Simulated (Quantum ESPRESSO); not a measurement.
**Kohn-Sham bands of BeS (zinc blende)**

```
CELL_PARAMETERS angstrom
      0.00000     2.43515     2.43515
      2.43515     0.00000     2.43515
      2.43515     2.43515     0.00000
ATOMIC_POSITIONS crystal
  Be 0.00000 0.00000 0.00000
  S  0.25000 0.25000 0.25000
```

Materials Project entry mp-422; symmetrised, unrelaxed at this level. COD (Crystallography Open Database) has an entry of this formula and space group (matched by these alone). Level: PBEsol, no spin polarisation, no spin-orbit coupling; pw.x of Quantum ESPRESSO at 71 Ry with PseudoDojo potentials, 12×12×12 k-points, Wannier90. Density: 12×12×12 mesh, cold smearing 0.01 Ry.

**Question.** List the Kohn-Sham levels between −8 and 6.0 eV relative to the valence-band maximum at the high-symmetry points, as a band run of pw.x on that density gives them (levels within 2 meV counted together).

**Answer.** 
```json
[
 {"point": "Γ", "k (reciprocal lattice)": "0.000 0.000 0.000", "levels (eV)": "0.00 (×3), 5.60 (×3), 5.61"},
 {"point": "X", "k (reciprocal lattice)": "-0.500 -0.500 0.000", "levels (eV)": "-4.99, -2.63 (×2), 2.96, 4.81"},
 {"point": "U", "k (reciprocal lattice)": "-0.375 -0.375 0.250", "levels (eV)": "-4.53, -4.09, -2.18, 4.22"},
 {"point": "K", "k (reciprocal lattice)": "-0.375 0.000 0.375", "levels (eV)": "-4.53, -4.09, -2.18, 4.22"},
 {"point": "L", "k (reciprocal lattice)": "0.000 0.000 0.500", "levels (eV)": "-5.77, -1.02 (×2), 5.33"},
 {"point": "W", "k (reciprocal lattice)": "-0.500 -0.250 0.250", "levels (eV)": "-4.22, -3.86, -3.34"}
]
```
